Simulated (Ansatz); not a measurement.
Here is the system:

PbS (rock salt, Fm-3m), a = b = c = 5.9743 Å, α = β = γ = 90.00°; the cell used has 2 atoms.

This is the r²SCAN-relaxed structure.

Problem. All from r²SCAN (plane waves, PAW; program Ansatz), unless another level is named. Give the bulk modulus (Birch–Murnaghan fit).

Solution. 57.8 GPa.

Problem. Give the elastic constants (relaxed ions, GPa).

Solution. C11 = 138, C12 = 17.6, C44 = 20.6.

The r²SCAN relaxation kept the symmetry of its start. The volume moved by -28 % from the start of the relaxation. Scalar-relativistic: spin–orbit coupling is off unless named, which matters more the heavier the elements.

Potentials: the later of the program's two PAW sets.
